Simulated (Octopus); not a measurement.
# HfN (Fm-3m, No. 225): band energies at special points

HfN (Fm-3m, No. 225):
```xyz
2
Lattice="0.0000 2.2559 2.2559 2.2559 0.0000 2.2559 2.2559 2.2559 0.0000" Properties=species:S:1:pos:R:3 pbc="T T T"
Hf     0.0000     0.0000     0.0000
N      2.2559     0.0000     0.0000
```
The cell is a database entry, not relaxed again.

Method: LDA in Octopus 16.4; grid spacing about 0.16 Å, Γ-centred 12×12×12 k-mesh, Fermi-Dirac smearing of 0.1 eV, no spin polarisation; PseudoDojo 0.4 LDA potentials. Spin-orbit coupling is left out.

Energies in eV against the Fermi level; 17 electrons a cell outside the pseudopotentials' cores.

```json
[
 {"k-point (reduced)": "Γ (0.000, 0.000, 0.000)", "band 5": "-17.28", "band 6": "-2.97", "band 7": "-2.97", "band 8": "-2.97", "band 9": "-0.39", "band 10": "-0.39", "band 11": "-0.39", "band 12": "1.93"},
 {"k-point (reduced)": "X (0.500, 0.000, 0.500)", "band 5": "-16.17", "band 6": "-5.36", "band 7": "-3.84", "band 8": "-3.64", "band 9": "-3.64", "band 10": "4.08", "band 11": "5.53", "band 12": "5.53"},
 {"k-point (reduced)": "U (0.625, 0.250, 0.625)", "band 5": "-15.57", "band 6": "-6.33", "band 7": "-5.49", "band 8": "-4.95", "band 9": "-0.85", "band 10": "3.87", "band 11": "4.45", "band 12": "6.09"},
 {"k-point (reduced)": "K (0.375, 0.375, 0.750)", "band 5": "-15.57", "band 6": "-6.33", "band 7": "-5.49", "band 8": "-4.95", "band 9": "-0.85", "band 10": "3.87", "band 11": "4.45", "band 12": "6.09"},
 {"k-point (reduced)": "L (0.500, 0.500, 0.500)", "band 5": "-14.44", "band 6": "-8.91", "band 7": "-6.21", "band 8": "-6.21", "band 9": "3.26", "band 10": "3.68", "band 11": "3.68", "band 12": "4.56"},
 {"k-point (reduced)": "W (0.500, 0.250, 0.750)", "band 5": "-15.52", "band 6": "-6.17", "band 7": "-5.44", "band 8": "-5.44", "band 9": "1.12", "band 10": "1.12", "band 11": "5.54", "band 12": "5.61"}
]
```
